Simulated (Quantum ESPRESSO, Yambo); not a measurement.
GaP at -3 % isotropic strain: DFT and GW levels

```
CELL_PARAMETERS angstrom
      0.00000     2.63837     2.63837
      2.63837     0.00000     2.63837
      2.63837     2.63837     0.00000
ATOMIC_POSITIONS crystal
  P  0.75000 0.75000 0.75000
  Ga 0.00000 0.00000 0.00000
```

The PBEsol cell relaxed from Materials Project entry mp-2490 was given an isotropic strain of -3 % on all lattice vectors, and the atoms were relaxed again.

Starting point: norm-conserving PBE (stringent potentials; Quantum ESPRESSO, 114 Ry, without SOC). G0W0 in Yambo: 4×4×4 Γ-centred k mesh, bands 5 to 180 and a 15 Ry block in the screening, 180 bands in G with the Bruneval-Gonze terminator, plasmon pole fitted at 27.2 eV.

```
Property                                          Value
----------------------------------------------  -------
PBE gap along the band path                     1.41 eV
PBE gap between the mesh's edge points (Γ → X)  1.44 eV
G0W0 gap between the same points                2.16 eV
PBE smallest direct gap on the mesh (at Γ)      2.64 eV
G0W0 direct gap at that point                   3.56 eV
```

```json
[
 {"k point": "Γ", "band": "VB", "E PBE (eV)": "0.00", "E QP (eV)": "-0.82", "shift (eV)": "-0.82", "Z": "0.79"},
 {"k point": "Γ", "band": "CB", "E PBE (eV)": "2.64", "E QP (eV)": "2.74", "shift (eV)": "0.10", "Z": "0.80"},
 {"k point": "L", "band": "VB", "E PBE (eV)": "-1.27", "E QP (eV)": "-2.11", "shift (eV)": "-0.85", "Z": "0.79"},
 {"k point": "L", "band": "CB", "E PBE (eV)": "1.97", "E QP (eV)": "2.06", "shift (eV)": "0.09", "Z": "0.80"},
 {"k point": "X", "band": "VB", "E PBE (eV)": "-3.04", "E QP (eV)": "-3.95", "shift (eV)": "-0.91", "Z": "0.78"},
 {"k point": "X", "band": "CB", "E PBE (eV)": "1.44", "E QP (eV)": "1.34", "shift (eV)": "-0.10", "Z": "0.81"}
]
```

Energies count from the PBE valence-band maximum.

Convergence of the G0W0 settings was not tested.

Spin-orbit splittings are left out.
